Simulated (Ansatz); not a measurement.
An Ansatz (an electronic-structure program) run. Input:

Ansatz 0.2 input:
```yaml
crystal:
  lattice:
    - [2.2674394656, 1.3091067859, 4.123876306]
    - [-2.2674394656, 1.3091067859, 4.123876306]
    - [0.0, -2.6182135717, 4.123876306]
  atoms:
    - { symbol: Bi, position: [0.231641558, 0.231641558, 0.231641558] }
    - { symbol: Bi, position: [0.768358442, 0.768358442, 0.768358442] }
kpoints:
  mp_grid: { grid: [16, 16, 16] }
hamiltonian:
  xc: r2scan
  pseudopotentials: { azcp: { folder: ./paw }, kind: paw }
scf:
  occupations: { method: fermi_dirac, width: 0.1 }
elastic: { mode: relaxed_ion, stencil: two_point, amplitude: 0.005, f_tol: 0.0005 }
```

Output (shortened):

```
Pseudopotential: Bi, paw, valence charge 15
Functional definition: r2SCAN
Crystal: 2 atoms, lattice volume = 73.446 Å³
Basis set: ecut = 500 eV, 1857 PW (Γ), exchange–correlation on 144×144×144 points (64 copies of the dense FFT grid, shifted against one another)
Bands: 19, of which v1, the nominal top of the filled ones, is band 15 counted from 1 (14 counted from 0)
Symmetry: 12 space group operations
Space group: R-3m (ITA 166), of the structure as read, at distance tolerance 4.2e-5 Å
k-points: 417 of 4096
SCF 1 converged in 13 iterations: F = -24826.666090 eV  dr2 = 1.93e-14
relax step   1: F+E_penalty+E_count = -24826.66609008 eV  Δ(F+E_penalty+E_count) = +0.000e0 eV  max|allowed force component| = 3.784e-3 eV/Å  Δτ_max = 0.0000 Å  (13 SCF iters, accepted)
Crystal: 2 atoms, lattice volume = 73.446 Å³
SCF 2 converged in 12 iterations: F = -24826.666091 eV  dr2 = 1.01e-14
relax step   2: F+E_penalty+E_count = -24826.66609089 eV  Δ(F+E_penalty+E_count) = -8.080e-7 eV  max|allowed force component| = 2.529e-3 eV/Å  Δτ_max = 0.0006 Å  (12 SCF iters, accepted)
Crystal: 2 atoms, lattice volume = 73.446 Å³
SCF 3 converged in 9 iterations: F = -24826.666092 eV  dr2 = 1.60e-14
relax step   3: F+E_penalty+E_count = -24826.66609154 eV  Δ(F+E_penalty+E_count) = -6.506e-7 eV  max|allowed force component| = 2.079e-6 eV/Å  Δτ_max = 0.0003 Å  (9 SCF iters, accepted)
Crystal: 2 atoms, lattice volume = 73.446 Å³
SCF 4 converged in 9 iterations: F = -24826.666092 eV  dr2 = 4.96e-14
Crystal: 2 atoms, lattice volume = 73.446 Å³
SCF 5 converged in 2 iterations: F = -24826.666092 eV  dr2 = 2.27e-14
Crystal: 2 atoms, lattice volume = 73.079 Å³
Symmetry: 4 space group operations
k-points: 1098 of 4096
SCF 6 converged in 13 iterations: F = -24826.665569 eV  dr2 = 2.31e-14
relax step   1: F+E_penalty+E_count = -24826.66556940 eV  Δ(F+E_penalty+E_count) = +0.000e0 eV  max|allowed force component| = 2.186e-2 eV/Å  Δτ_max = 0.0000 Å  (13 SCF iters, accepted)
Crystal: 2 atoms, lattice volume = 73.079 Å³
SCF 7 converged in 11 iterations: F = -24826.665652 eV  dr2 = 8.65e-15
relax step   2: F+E_penalty+E_count = -24826.66565155 eV  Δ(F+E_penalty+E_count) = -8.215e-5 eV  max|allowed force component| = 6.385e-3 eV/Å  Δτ_max = 0.0027 Å  (11 SCF iters, accepted)
Crystal: 2 atoms, lattice volume = 73.079 Å³
SCF 8 converged in 10 iterations: F = -24826.665658 eV  dr2 = 3.94e-15
relax step   3: F+E_penalty+E_count = -24826.66565802 eV  Δ(F+E_penalty+E_count) = -6.476e-6 eV  max|allowed force component| = 1.605e-3 eV/Å  Δτ_max = 0.0008 Å  (10 SCF iters, accepted)
Crystal: 2 atoms, lattice volume = 73.079 Å³
SCF 9 converged in 9 iterations: F = -24826.665659 eV  dr2 = 7.34e-14
relax step   4: F+E_penalty+E_count = -24826.66565853 eV  Δ(F+E_penalty+E_count) = -5.059e-7 eV  max|allowed force component| = 7.086e-4 eV/Å  Δτ_max = 0.0003 Å  (9 SCF iters, accepted)
Crystal: 2 atoms, lattice volume = 73.079 Å³
SCF 10 converged in 8 iterations: F = -24826.665659 eV  dr2 = 1.22e-14
relax step   5: F+E_penalty+E_count = -24826.66565858 eV  Δ(F+E_penalty+E_count) = -5.070e-8 eV  max|allowed force component| = 1.649e-5 eV/Å  Δτ_max = 0.0001 Å  (8 SCF iters, accepted)
Crystal: 2 atoms, lattice volume = 73.079 Å³
SCF 11 converged in 2 iterations: F = -24826.665659 eV  dr2 = 5.96e-15
Crystal: 2 atoms, lattice volume = 73.813 Å³
Basis set: ecut = 500 eV, 1869 PW (Γ), exchange–correlation on 144×144×144 points (64 copies of the dense FFT grid, shifted against one another)
SCF 12 converged in 13 iterations: F = -24826.665639 eV  dr2 = 1.88e-14
relax step   1: F+E_penalty+E_count = -24826.66563950 eV  Δ(F+E_penalty+E_count) = +0.000e0 eV  max|allowed force component| = 2.124e-2 eV/Å  Δτ_max = 0.0000 Å  (13 SCF iters, accepted)
Crystal: 2 atoms, lattice volume = 73.813 Å³
SCF 13 converged in 11 iterations: F = -24826.665726 eV  dr2 = 1.02e-14
relax step   2: F+E_penalty+E_count = -24826.66572627 eV  Δ(F+E_penalty+E_count) = -8.678e-5 eV  max|allowed force component| = 5.193e-4 eV/Å  Δτ_max = 0.0033 Å  (11 SCF iters, accepted)
Crystal: 2 atoms, lattice volume = 73.813 Å³
SCF 14 converged in 8 iterations: F = -24826.665726 eV  dr2 = 5.01e-14
relax step   3: F+E_penalty+E_count = -24826.66572635 eV  Δ(F+E_penalty+E_count) = -7.421e-8 eV  max|allowed force component| = 9.089e-6 eV/Å  Δτ_max = 0.0001 Å  (8 SCF iters, accepted)
Crystal: 2 atoms, lattice volume = 73.813 Å³
SCF 15 converged in 2 iterations: F = -24826.665726 eV  dr2 = 1.98e-14
Crystal: 2 atoms, lattice volume = 73.079 Å³
SCF 16 converged in 12 iterations: F = -24826.665605 eV  dr2 = 6.73e-14
relax step   1: F+E_penalty+E_count = -24826.66560493 eV  Δ(F+E_penalty+E_count) = +0.000e0 eV  max|allowed force component| = 3.686e-2 eV/Å  Δτ_max = 0.0000 Å  (12 SCF iters, accepted)
Crystal: 2 atoms, lattice volume = 73.079 Å³
SCF 17 converged in 11 iterations: F = -24826.665743 eV  dr2 = 2.30e-14
relax step   2: F+E_penalty+E_count = -24826.66574318 eV  Δ(F+E_penalty+E_count) = -1.383e-4 eV  max|allowed force component| = 1.090e-4 eV/Å  Δτ_max = 0.0037 Å  (11 SCF iters, accepted)
Crystal: 2 atoms, lattice volume = 73.079 Å³
SCF 18 converged in 2 iterations: F = -24826.665743 eV  dr2 = 1.29e-14
Crystal: 2 atoms, lattice volume = 73.813 Å³
SCF 19 converged in 13 iterations: F = -24826.666007 eV  dr2 = 1.55e-14
relax step   1: F+E_penalty+E_count = -24826.66600678 eV  Δ(F+E_penalty+E_count) = +0.000e0 eV  max|allowed force component| = 3.706e-2 eV/Å  Δτ_max = 0.0000 Å  (13 SCF iters, accepted)
Crystal: 2 atoms, lattice volume = 73.813 Å³
SCF 20 converged in 11 iterations: F = -24826.666147 eV  dr2 = 2.32e-14
relax step   2: F+E_penalty+E_count = -24826.66614664 eV  Δ(F+E_penalty+E_count) = -1.399e-4 eV  max|allowed force component| = 1.761e-4 eV/Å  Δτ_max = 0.0038 Å  (11 SCF iters, accepted)
Crystal: 2 atoms, lattice volume = 73.813 Å³
SCF 21 converged in 2 iterations: F = -24826.666147 eV  dr2 = 1.28e-14
Crystal: 2 atoms, lattice volume = 73.445 Å³
SCF 22 converged in 11 iterations: F = -24826.665852 eV  dr2 = 7.11e-15
relax step   1: F+E_penalty+E_count = -24826.66585156 eV  Δ(F+E_penalty+E_count) = +0.000e0 eV  max|allowed force component| = 3.243e-2 eV/Å  Δτ_max = 0.0000 Å  (11 SCF iters, accepted)
Crystal: 2 atoms, lattice volume = 73.445 Å³
SCF 23 converged in 10 iterations: F = -24826.665999 eV  dr2 = 5.17e-14
relax step   2: F+E_penalty+E_count = -24826.66599882 eV  Δ(F+E_penalty+E_count) = -1.473e-4 eV  max|allowed force component| = 1.378e-2 eV/Å  Δτ_max = 0.0032 Å  (10 SCF iters, accepted)
Crystal: 2 atoms, lattice volume = 73.445 Å³
SCF 24 converged in 10 iterations: F = -24826.666028 eV  dr2 = 5.54e-14
relax step   3: F+E_penalty+E_count = -24826.66602755 eV  Δ(F+E_penalty+E_count) = -2.873e-5 eV  max|allowed force component| = 4.833e-3 eV/Å  Δτ_max = 0.0032 Å  (10 SCF iters, accepted)
Crystal: 2 atoms, lattice volume = 73.445 Å³
SCF 25 converged in 10 iterations: F = -24826.666031 eV  dr2 = 1.00e-14
relax step   4: F+E_penalty+E_count = -24826.66603057 eV  Δ(F+E_penalty+E_count) = -3.022e-6 eV  max|allowed force component| = 3.246e-3 eV/Å  Δτ_max = 0.0010 Å  (10 SCF iters, accepted)
Crystal: 2 atoms, lattice volume = 73.445 Å³
SCF 26 converged in 9 iterations: F = -24826.666032 eV  dr2 = 2.56e-14
relax step   5: F+E_penalty+E_count = -24826.66603165 eV  Δ(F+E_penalty+E_count) = -1.080e-6 eV  max|allowed force component| = 2.383e-5 eV/Å  Δτ_max = 0.0003 Å  (9 SCF iters, accepted)
Crystal: 2 atoms, lattice volume = 73.445 Å³
SCF 27 converged in 2 iterations: F = -24826.666032 eV  dr2 = 1.41e-14
Crystal: 2 atoms, lattice volume = 73.445 Å³
SCF 28 converged in 11 iterations: F = -24826.665854 eV  dr2 = 8.06e-15
relax step   1: F+E_penalty+E_count = -24826.66585359 eV  Δ(F+E_penalty+E_count) = +0.000e0 eV  max|allowed force component| = 3.210e-2 eV/Å  Δτ_max = 0.0000 Å  (11 SCF iters, accepted)
Crystal: 2 atoms, lattice volume = 73.445 Å³
SCF 29 converged in 12 iterations: F = -24826.666032 eV  dr2 = 4.63e-15
relax step   2: F+E_penalty+E_count = -24826.66603174 eV  Δ(F+E_penalty+E_count) = -1.782e-4 eV  max|allowed force component| = 4.548e-4 eV/Å  Δτ_max = 0.0056 Å  (12 SCF iters, accepted)
Crystal: 2 atoms, lattice volume = 73.445 Å³
SCF 30 converged in 2 iterations: F = -24826.666032 eV  dr2 = 2.28e-15
SCF converged after 2 iterations
Stability not checked: this state was not tested for a lower state beside it, because too few of the mixer's solves of this state at the end of the SCF gave a …
Free energy (F): -24826.666092 eV
Harris-Foulkes:  -24826.666092 eV  (|F-HF|=0.00e0)
Internal energy: -24826.657455 eV  (E = F + TS)
E sigma→0 (E₀):  -24826.661774 eV
Entropy (-TS):   -0.008636 eV (-4.318 meV/atom)
Fermi energy:    9.199684 eV
--- Per-component energies (eV) ---
  E_band       = -253.860208
  E_kinetic    = 506.576483
  E_local      = -2793.811221  (includes V_loc(G=0)·N_el)
  E_nonlocal   = 816.483403
  E_hartree    = 1044.477809
  E_xc         = -280.110635
  E_vxc        = -281.308380  (∫ρ·V_xc dr)
  E_paw        = -21377.959092  (= ΣΔE_a)
  E_vpaw       = -609.447242  (= ΣTr[D̂ρ^β])
  E_aug_tail   = 0.000278  (compensation charges beyond the density's cutoff)
  E_vtau       = 18.690855  (kinetic-family band-sum trace: ∫τ·v_τ [+ j·A + Jᵃ·Aᵃ] dr)
  E_ewald      = -2744.065205
  E_core_change = 1.750723  (= ΣΔE_core)
  E_smearing   = -0.008636  (= −TS)
  E_closure    = 0.000000  (closes the sum)
  Σ components = -24826.666092   (vs F -24826.666092, Δ=0.00e0)
--- Forces (eV/Å), atoms counted from 1 ---
  atom   1  Bi     0.00000000     0.00000000    -0.00000205
  atom   2  Bi     0.00000000     0.00000000     0.00000205
  max |Σ_I F_I| component: 1.85e-17 eV/Å
--- Stress (GPa, compression-positive) ---
        0.013147       0.000000       0.000000
        0.000000       0.013147       0.000000
        0.000000       0.000000       0.086761
  P = ⅓ Tr σ = 0.0377 GPa (0.377 kbar)
--- Band table (eV; the first three rows and the last of 417) ---
  k-point 0: bands = ["-14.6010", "-14.6010", "-14.4483", "-14.4483", "-14.4255", "-14.2566", "-14.2478", "-14.2478", "-14.1260", "-14.1260", "-4.4194", "1.2695", "7.3319", "7.8574", "7.8574", "11.4035", "11.9856", "11.9856", "15.1950"]
  k-point 1: bands = ["-14.5986", "-14.5974", "-14.4472", "-14.4460", "-14.4238", "-14.2583", "-14.2496", "-14.2488", "-14.1300", "-14.1285", "-4.3816", "1.1866", "7.3584", "7.8286", "7.8451", "11.3964", "11.7982", "11.9146", "15.0144"]
  k-point 2: bands = ["-14.5917", "-14.5868", "-14.4442", "-14.4393", "-14.4184", "-14.2640", "-14.2551", "-14.2513", "-14.1417", "-14.1357", "-4.2688", "0.9481", "7.4154", "7.7766", "7.8117", "11.2161", "11.4773", "11.7166", "14.6403"]
  k-point 416: bands = ["-14.5322", "-14.5322", "-14.4231", "-14.4231", "-14.3975", "-14.2814", "-14.2674", "-14.2674", "-14.2032", "-14.2032", "-3.3991", "-0.9890", "8.3143", "8.3895", "8.3895", "10.0462", "10.0462", "10.0635", "16.1629"]
--- Elastic constants: 3 strain directions × 2 members + reference (group order 12) ---
  dense FFT box of the reference and of every strained cell: 36×36×36
  strains applied: 11, 33, 23; error gains …
  reference relaxed by the batch: 3 steps …
  largest displacement 3.9e-4 Å; the constants are those of the deck's cell at these positions:
  atoms:
    - { symbol: Bi, position: [0.23161042403505921, 0.23161042403505921, 0.23161042403505927] }
    - { symbol: Bi, position: [0.7683895759649408, 0.7683895759649408, 0.7683895759649408] }
  C = ∂σ_k/∂η_j (tension-positive GPa; Voigt order 11 22 33 23 13 12):
        69.648     25.631     19.852     -6.874      0.000      0.000
        25.631     69.648     19.852      6.874      0.000      0.000
        19.927     19.927     25.540      0.000      0.000      0.000
        -6.867      6.867      0.000     10.409      0.000      0.000
         0.000      0.000      0.000      0.000     10.409     -6.867
         0.000      0.000      0.000      0.000     -6.874     22.009
  reference stress σ⁰ (GPa):     -0.013     -0.013     -0.087      0.000      0.000      0.000
  moduli (Voigt/Reuss/Hill, GPa): K = 32.85/24.58/28.72   G = 15.19/10.49/12.84   E = 33.53   ν = 0.305
  mechanically stable: yes (min eigenvalue of sym C = 7.22 GPa)
  strain η (Voigt 11):  stress-route row diagonal C_11 = 69.65 GPa, energy-path curvature d²(F+E_count+ΔE)/dδ²/Ω₀ = 69.65 GPa
         δ    σ_11 (GPa)             F (eV)   n_scf  n_hpsi   n_pw
    -5.000e-3      -0.3663      -24826.6656586       2  212212   1886   relax 5 steps, max|allowed force component| 1.65e-5 eV/Å
     5.000e-3       0.3302      -24826.6657263       2  212640   1906   relax 3 steps, max|allowed force component| 9.09e-6 eV/Å
  strain η (Voigt 33):  stress-route row diagonal C_33 = 25.54 GPa, energy-path curvature d²(F+E_count+ΔE)/dδ²/Ω₀ = 25.54 GPa
         δ    σ_33 (GPa)             F (eV)   n_scf  n_hpsi   n_pw
    -5.000e-3      -0.2181      -24826.6657432       2   80702   1880   relax 2 steps, max|allowed force component| 1.09e-4 eV/Å
     5.000e-3       0.0373      -24826.6661466       2   80511   1899   relax 2 steps, max|allowed force component| 1.76e-4 eV/Å
  strain η (Voigt 23):  stress-route row diagonal C_44 = 10.41 GPa, energy-path curvature d²(F+E_count+ΔE)/dδ²/Ω₀ = 10.43 GPa
         δ    σ_23 (GPa)             F (eV)   n_scf  n_hpsi   n_pw
    -5.000e-3      -0.0521      -24826.6660316       2  212061   1892   relax 5 steps, max|allowed force component| 2.38e-5 eV/Å
     5.000e-3       0.0520      -24826.6660317       2  212193   1891   relax 2 steps, max|allowed force component| 4.55e-4 eV/Å
```

Cost: about 40 core-minutes (a rough figure) on shared cores.

The r²SCAN relaxation kept the symmetry of its start; of distortions, only those at the zone centre were tested. As this level gives no gap, shear constants depend on the k-mesh and smearing (Fermi–Dirac, 0.1 eV here). Axis ratios of metals converge slowly with the k-mesh, so a and c are less sure than the volume. Scalar-relativistic: spin–orbit coupling is off unless named, which matters more the heavier the elements.

Potentials: the earlier of the program's two PAW sets.

Ansatz is a plane-wave DFT program.
